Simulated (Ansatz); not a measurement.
Ir:
```
Ir
1.0
    0.00000     1.92240     1.92240
    1.92240     0.00000     1.92240
    1.92240     1.92240     0.00000
Ir
1
Direct
  0.00000   0.00000   0.00000
```

Relaxed with r²SCAN. Special points in fractions of this cell's reciprocal vectors: Γ (0.000, 0.000, 0.000); X (0.500, 0.000, 0.500); U (0.625, 0.250, 0.625); K (0.375, 0.375, 0.750); L (0.500, 0.500, 0.500); W (0.500, 0.250, 0.750).

Q: List the band energies nearest the Fermi level at these points for the program Ansatz at the r²SCAN level (PAW).

A: In eV from the Fermi level; about four levels below and three above (degenerate sets whole), none deeper than 8.9 eV; … stands for higher levels left out; points with the same levels are listed once.

```tsv
k	below	above
Γ	-4.02 -4.02 -4.02	…
X	-8.20 -7.62	0.80 1.53 1.53
U	-7.21 -6.21 -3.01 -1.00	0.63 …
L	-8.41 -4.17 -4.17 -0.72	…
W	-6.49 -5.06 -5.06 -1.93	1.53 …
```

Space group Fm-3m (fcc (Cu type)). The cell was relaxed with r²SCAN under the symmetry of its start. No spin polarisation was allowed. Scalar-relativistic: spin–orbit coupling is off unless named, which matters more the heavier the elements.

Potentials: the earlier of the program's two PAW sets.
